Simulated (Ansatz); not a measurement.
SrTiO₃:
```
CELL_PARAMETERS angstrom
      3.89143     0.00000     0.00000
      0.00000     3.89143     0.00000
      0.00000     0.00000     3.89143
ATOMIC_POSITIONS crystal
  Sr 0.00000 0.00000 0.00000
  Ti 0.50000 0.50000 0.50000
  O  0.50000 0.00000 0.50000
  O  0.00000 0.50000 0.50000
  O  0.50000 0.50000 0.00000
```

Relaxed with PBEsol. Special points in fractions of this cell's reciprocal vectors: Γ (0.000, 0.000, 0.000); X (0.000, 0.500, 0.000); M (0.500, 0.500, 0.000); R (0.500, 0.500, 0.500).

Q: List the band energies nearest the valence-band maximum at these points for DFT-PBEsol with spin–orbit coupling in the program Ansatz with PAW potentials.

A: In eV from the valence-band maximum; about four levels below and three above (degenerate sets whole), none deeper than 8.9 eV; points with the same levels are listed once.

| k | below | above |
|---|---|---|
| Γ | -0.32 -0.32 -0.32 -0.32 | 1.84 1.84 1.84 1.84 |
| X | -0.75 -0.75 -0.71 -0.71 | 2.03 2.03 3.84 3.84 |
| M | -1.58 -1.58 -0.10 -0.10 | 3.86 3.86 3.87 3.87 |
| R | 0.00 0.00 0.00 0.00 | 4.55 4.55 4.55 4.55 |

Space group Pm-3m (cubic perovskite). The PBEsol relaxation kept the symmetry of its start. At this level the phase is dynamically unstable (imaginary phonons). The run is not spin-polarised.

Potentials: the earlier of the program's two PAW sets. The files were generated under PBE; for other functionals the program regenerates the frozen cores, and for LDA and PBEsol the local potential too.
